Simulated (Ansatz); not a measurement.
Relaxed TiN (rock salt):

```yaml
crystal:
  lattice:
    - [0.00000, 4.24692, 4.24692]
    - [2.12346, 0.00000, 2.12346]
    - [2.12346, 2.12346, 0.00000]
  atoms:
    - { symbol: N, position: [0.00000, 0.00000, 0.00000] }
    - { symbol: N, position: [0.50000, 0.00000, 0.00000] }
    - { symbol: Ti, position: [0.25000, 0.50000, 0.50000] }
    - { symbol: Ti, position: [0.75000, 0.50000, 0.50000] }
```

Method: PBE (plane waves to 420 eV, PAW, scalar-relativistic; Ansatz, a first-principles code). k mesh 15×15×15 (Γ-centred), Fermi-Dirac smearing 0.05 eV. With partly filled bands, energies and forces of such displacements shift with the k mesh and the smearing. TiN is run without spin polarisation. TiN was relaxed with its symmetry unable to fall.

One atom of the cell was then moved (with its periodic images), all else fixed, and the forces (eV/Å) came out as:

| atom | Fx | Fy | Fz |
|---|---|---|---|
| N1 | 0.217 | -0.217 | -0.852 |
| N2 | -0.190 | 0.190 | -5.055 |
| Ti3 | 0.957 | -0.957 | -0.959 |
| Ti4 | -0.984 | 0.984 | 6.867 |

Q: Which atom was moved, and by which vector (Å)?

A: Ti4, by (0.00, 0.00, -0.38), 0.38 Å in all.

(For displaced atoms, the force is minus the slope of the energy, and its curvature is a force constant, which sets phonon frequencies.)
